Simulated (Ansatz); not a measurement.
# Structures of K2MgH4: which is lowest?

Plane-wave DFT in Ansatz with scalar-relativistic PAW potentials, cutoff 500 eV, Γ-centred meshes chosen by cell and gap, Gaussian smearing with energies taken to zero width. Every cell was relaxed (cell and atoms) in a run of its own, within the symmetry of its start. Functional: r2SCAN.

Relaxed structures (starts from databases or built by putting these elements on another compound's sites):
A. I4/mmm, 7 atoms in the computed cell, a = 4.010 Å, c = 13.529 Å; sites (symmetry × multiplicity) K 4mm × 4, Mg 4/mmm × 2, H 4mm × 4 + mmm. × 4; start: database
B. P4/mmm, 7 atoms in the computed cell, a = 6.329 Å, c = 3.536 Å; sites (symmetry × multiplicity) K mmm. × 2, Mg 4/mmm × 1, H m.2m × 4; start: built
C. C2/m, 7 atoms in the computed cell, a = 11.089 Å, b = 3.269 Å, c = 6.621 Å, β = 116.6°; sites (symmetry × multiplicity) K m × 4, Mg 2/m × 2, H m × 4 + m × 4; start: built

Problem. Rank them by energy. Could pressure change the order?

Solution.
| structure | group | E − E(lowest) (meV/atom) | V (Å³/atom) | gap on mesh (eV) |
| --- | --- | --- | --- | --- |
| A | I4/mmm | 0.0 | 15.54 | 4.08 |
| C | C2/m | 80 | 15.33 | 3.53 |
| B | P4/mmm | 196 | 20.24 | 0.91 |

A is lowest, 80 meV/atom under C. The two lowest differ in volume by under 3 %, too little for a first-order estimate of what pressure does to that pair (other pairs aren't weighed here); with rigid cells even 3 % in favour of the higher one would need about 27 GPa. Other structures may lie lower than all of these, and vibrations aren't counted.